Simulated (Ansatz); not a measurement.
ScGa in space group Cmcm (No. 63; Sc on 4c, Ga on 4c), DFT-PBE in the program Ansatz with PAW potentials, all energies at zero smearing, with the estimated change up to a 700 eV cutoff added, with one set of potentials and settings (totals compare only within such a set). Cell of 4 atoms (2 Sc, 2 Ga): -11840.084 eV.

```
element                reference phase  E (eV/atom)
-------  -----------------------------  -----------
Sc       P6_3/mmc, 2 atoms in the cell   -2135.8097
Ga           Cmce, 4 atoms in the cell   -3783.0209
```

Formation energy per atom, worked out: (-11840.084 − 2×(-2135.8097) − 2×(-3783.0209))/4 = -0.606 eV/atom (-58 kJ per mol of atoms), at 0 K, without zero-point energy or fitted corrections.

The workflow started from an entry of the Crystallography Open Database (COD). Whether it is the stable phase at ambient conditions was not checked. The cell was relaxed with PBE under the symmetry of its start; its stability against distortions is not shown here. No spin polarisation was allowed. The references are the lowest solids computed at this level, not always the standard phases.

Potentials: the later of the program's two PAW sets.
